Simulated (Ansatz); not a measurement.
Relaxed MgAu (CsCl type):

```
MgAu
1.0
    3.21955     0.00000     0.00000
    0.00000     3.21955     0.00000
    0.00000     0.00000     3.21955
Mg Au
1 1
Direct
  0.50000   0.50000   0.50000
  0.00000   0.00000   0.00000
```

The atoms are displaced by Q × the pattern below (from a DFPT mode at Γ, largest move 1; Q in Å), at fixed cell. It is one choice among 3 degenerate patterns.

```tsv
atom	x	y	z
Mg1	0.000	0.000	1.000
Au2	0.000	0.000	-0.123
```

Calculation: LDA (plane waves to 420 eV, PAW, scalar-relativistic; Ansatz, a first-principles code). k mesh 14×14×14 (Γ-centred), Fermi-Dirac smearing 0.05 eV. The energy includes the smearing's −TS. With partly filled bands, energies and forces of such displacements shift with the k mesh and the smearing. MgAu was relaxed with its symmetry unable to fall. Spin-orbit coupling is left out, though Au is heavy. The zero of ΔE is the undisplaced structure.

```
Q (Å)   −dE/dQ from forces (eV/Å)  ΔE (meV/cell)
------  -------------------------  -------------
-0.100                      0.449           22.4
-0.083                      0.374              …
-0.067                      0.299           10.0
-0.050                      0.224            5.6
-0.033                      0.149              …
-0.017                      0.075            0.6
0.000                       0.000            0.0
0.017                      -0.075            0.6
0.033                      -0.149              …
0.050                      -0.224            5.6
0.067                      -0.299           10.0
0.083                      -0.374              …
0.100                      -0.449           22.4
```

Task: What belongs in the gaps?

Result: 
- -0.083, ΔE (meV/cell): 15.6
- -0.033, ΔE (meV/cell): 2.5
- 0.033, ΔE (meV/cell): 2.5
- 0.083, ΔE (meV/cell): 15.6

(For displaced atoms, the force is minus the slope of the energy, and its curvature is a force constant, which sets phonon frequencies.)
